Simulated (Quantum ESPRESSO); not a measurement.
## Ga3SiN3C (input and log of a self-consistent run)

A calculation, not a measurement. The program is pw.x of Quantum ESPRESSO 7.5 (plane-wave density functional theory). The cell is made up: 8 atoms on a wurtzite lattice, with randomly drawn elements, strain and displacements, not relaxed. PseudoDojo standard norm-conserving files (v0.5 for PBE, v0.4.1 for LDA and PBEsol) set the functional; there is no spin polarisation, spin-orbit coupling or dispersion term, and the masses in the input are unused placeholders.

Input:

```
&control calculation='scf', pseudo_dir='./dojo.nc.sr.pbe.v0_5.standard.upf', outdir='./o', disk_io='low', tprnfor=.true., tstress=.true. /
&system ibrav=0, nat=8, ntyp=4, nbnd=37, ecutwfc=84.00895049, nosym=.true., tot_charge=0,
 occupations='smearing', smearing='fd', degauss=0.0018374661
/
&electrons conv_thr=7.350e-09, electron_maxstep=60, /
ATOMIC_SPECIES
C 1.0 C.upf
Ga 1.0 Ga.upf
N 1.0 N.upf
Si 1.0 Si.upf
CELL_PARAMETERS angstrom
3.2684 0.0 0.0
0.0 5.661 0.0
0.0 0.0 5.3373
ATOMIC_POSITIONS angstrom
Ga 0.0561 0.004 0.0099
Ga 1.6432 2.8048 -0.0152
Ga 1.6424 0.9417 2.6894
Si 0.0157 3.7915 2.6142
N -0.0609 0.0129 2.007
C 1.6562 2.7891 1.9793
N 1.6161 0.9729 4.6037
N -0.0528 3.75 4.6605
K_POINTS automatic
5 4 4 1 1 1
```

The log is shortened where brackets say so; the opening notice, blank lines, dates and the lines on written files are dropped, and the path of the files is cut. It prints rydbergs, bohrs and kilobars, and counts compression as positive stress. With no partly filled state, the Fermi energy that it prints is only some level between the filled and the empty states on the mesh, and need not lie in the true gap.

```
     Program PWSCF v.7.5
     Parallel version (MPI & OpenMP), running on       4 processor cores
     Number of MPI processes:                 4
     Threads/MPI process:                     1
     [start-up lines left out]
     bravais-lattice index     =            0
     lattice parameter (alat)  =       6.1764  a.u.
     unit-cell volume          =     666.4178 (a.u.)^3
     number of atoms/cell      =            8
     number of atomic types    =            4
     number of electrons       =        62.00
     number of Kohn-Sham states=           37
     kinetic-energy cutoff     =      84.0090  Ry
     charge density cutoff     =     336.0358  Ry
     scf convergence threshold =      7.3E-09
     mixing beta               =       0.7000
     number of iterations used =            8  plain     mixing
     Exchange-correlation= PBE
                           (   1   4   3   4   0   0   0)
     [axes and pseudopotential details left out]
   Cartesian axes
     site n.     atom                  positions (alat units)
         1        Ga     tau(   1) = (   0.0171644   0.0012238   0.0030290  )
         2        Ga     tau(   2) = (   0.5027536   0.8581569  -0.0046506  )
         3        Ga     tau(   3) = (   0.5025089   0.2881226   0.8228491  )
         4        Si     tau(   4) = (   0.0048036   1.1600477   0.7998409  )
         5        N      tau(   5) = (  -0.0186330   0.0039469   0.6140619  )
         6        C      tau(   6) = (   0.5067311   0.8533533   0.6055868  )
         7        N      tau(   7) = (   0.4944621   0.2976686   1.4085485  )
         8        N      tau(   8) = (  -0.0161547   1.1473504   1.4259271  )
     number of k points=    40  Fermi-Dirac smearing, width (Ry)=  0.0018
                       cart. coord. in units 2pi/alat
        k(    1) = (   0.1000000   0.0721692   0.0765462), wk =   0.0500000
        k(    2) = (   0.1000000   0.0721692   0.2296386), wk =   0.0500000
     [further k points left out]
     Dense  grid:    69229 G-vectors     FFT dimensions: (  40,  64,  60)
     Estimated max dynamical RAM per process >     139.00 MB
     Estimated total dynamical RAM >     505.29 MB
     Initial potential from superposition of free atoms
     starting charge      61.9913, renormalised to      62.0000
     Starting wfcs are   47 randomized atomic wfcs
     total cpu time spent up to now is        2.4 secs
     per-process dynamical memory:   101.6 Mb
     Self-consistent Calculation
     iteration #  1     ecut=    84.01 Ry     beta= 0.70
     Davidson diagonalization with overlap
     ethr =  1.00E-02,  avg # of iterations =  3.0
     total cpu time spent up to now is        5.5 secs
     total energy              =    -540.87027795 Ry
     estimated scf accuracy    <       1.91785247 Ry
     iteration #  2     ecut=    84.01 Ry     beta= 0.70
     Davidson diagonalization with overlap
     ethr =  3.09E-03,  avg # of iterations =  3.3
     total cpu time spent up to now is        8.5 secs
     total energy              =    -541.39743186 Ry
     estimated scf accuracy    <       1.98123708 Ry
     iteration #  3     ecut=    84.01 Ry     beta= 0.70
     Davidson diagonalization with overlap
     ethr =  3.09E-03,  avg # of iterations =  2.0
     total cpu time spent up to now is       11.0 secs
     total energy              =    -541.72632041 Ry
     estimated scf accuracy    <       0.05198902 Ry
     iteration #  4     ecut=    84.01 Ry     beta= 0.70
     Davidson diagonalization with overlap
     ethr =  8.39E-05,  avg # of iterations =  6.0
     total cpu time spent up to now is       14.6 secs
     total energy              =    -541.74833964 Ry
     estimated scf accuracy    <       0.00563883 Ry
     iteration #  5     ecut=    84.01 Ry     beta= 0.70
     Davidson diagonalization with overlap
     ethr =  9.09E-06,  avg # of iterations =  8.3
     total cpu time spent up to now is       18.2 secs
     total energy              =    -541.74855548 Ry
     estimated scf accuracy    <       0.00423771 Ry
     [iterations 6 to 8 left out]
     iteration #  9     ecut=    84.01 Ry     beta= 0.70
     Davidson diagonalization with overlap
     ethr =  1.26E-08,  avg # of iterations =  3.9
     total cpu time spent up to now is       29.4 secs
     total energy              =    -541.74908986 Ry
     estimated scf accuracy    <       0.00000220 Ry
     iteration # 10     ecut=    84.01 Ry     beta= 0.70
     Davidson diagonalization with overlap
     ethr =  3.55E-09,  avg # of iterations =  2.0
     total cpu time spent up to now is       31.8 secs
     total energy              =    -541.74908978 Ry
     estimated scf accuracy    <       0.00000067 Ry
     iteration # 11     ecut=    84.01 Ry     beta= 0.70
     Davidson diagonalization with overlap
     ethr =  1.08E-09,  avg # of iterations =  2.0
     total cpu time spent up to now is       34.4 secs
     total energy              =    -541.74908988 Ry
     estimated scf accuracy    <       0.00000004 Ry
     iteration # 12     ecut=    84.01 Ry     beta= 0.70
     Davidson diagonalization with overlap
     ethr =  7.13E-11,  avg # of iterations =  4.1
     total cpu time spent up to now is       37.9 secs
     total energy              =    -541.74908989 Ry
     estimated scf accuracy    <       0.00000003 Ry
     iteration # 13     ecut=    84.01 Ry     beta= 0.70
     Davidson diagonalization with overlap
     ethr =  4.05E-11,  avg # of iterations =  2.0
     total cpu time spent up to now is       40.5 secs
     End of self-consistent calculation
          k = 0.1000 0.0722 0.0765 (  8646 PWs)   bands (ev):
    -6.4189  -5.9365  -5.7205  -4.7577  -4.7352  -4.6849  -4.6783  -4.6648
    -4.5983  -4.4420  -4.4087  -4.3749  -4.3491  -4.3311  -4.2629  -4.2294
    -3.6180  -2.9330  -1.2502   2.3393   2.5695   3.7364   4.9115   6.0573
     6.9751   7.1001   7.4841   7.8747   8.0316   8.7602   8.8552  11.8031
    13.1490  13.7464  13.9463  15.0436  16.1587
     [levels at the other k points left out]
     the Fermi energy is    10.6393 ev
!    total energy              =    -541.74908989 Ry
     estimated scf accuracy    <          1.8E-09 Ry
     smearing contrib. (-TS)   =       0.00000000 Ry
     internal energy E=F+TS    =    -541.74908989 Ry
     The total energy is F=E-TS. E is the sum of the following terms:
     one-electron contribution =    -211.39544943 Ry
     hartree contribution      =     159.34672248 Ry
     xc contribution           =    -151.39321051 Ry
     ewald contribution        =    -338.30715244 Ry
     convergence has been achieved in  13 iterations
     Forces acting on atoms (cartesian axes, Ry/au):
     atom    1 type  2   force =    -0.02639249   -0.00158757   -0.02530156
     atom    2 type  2   force =    -0.01977473    0.00748470   -0.00702065
     atom    3 type  2   force =    -0.02219703    0.00976741   -0.01391549
     atom    4 type  4   force =    -0.01373621   -0.02255116    0.01417026
     atom    5 type  3   force =     0.03858664   -0.09786781    0.01941206
     atom    6 type  1   force =    -0.00534315    0.10722253    0.05038038
     atom    7 type  3   force =     0.01468696   -0.03847263    0.05191280
     atom    8 type  3   force =     0.03417002    0.03600454   -0.08963779
     Total force =     0.209553     Total SCF correction =     0.000068
     Computing stress (Cartesian axis) and pressure
          total   stress  (Ry/bohr**3)                   (kbar)     P=     -110.21
  -0.00078312   0.00004898  -0.00006673         -115.20        7.20       -9.82
   0.00004898  -0.00083501   0.00000405            7.20     -122.83        0.60
  -0.00006673   0.00000405  -0.00062947           -9.82        0.60      -92.60
     init_run     :      2.26s CPU      2.33s WALL (       1 calls)
     electrons    :     37.93s CPU     38.06s WALL (       1 calls)
     forces       :      0.46s CPU      0.47s WALL (       1 calls)
     stress       :      1.50s CPU      1.50s WALL (       1 calls)
     [timing details left out]
     PWSCF        :     42.23s CPU     42.47s WALL
     JOB DONE.
```

In other units: free energy -7370.872 eV for the cell, pressure -11.02 GPa, largest force component 2.757 eV/Å. A rerun of this cell at 1437 eV and a 7 x 6 x 6 mesh moved values by no more than 0.010 eV in energy, 0.08 GPa in stress and 0.009 eV/Å in force.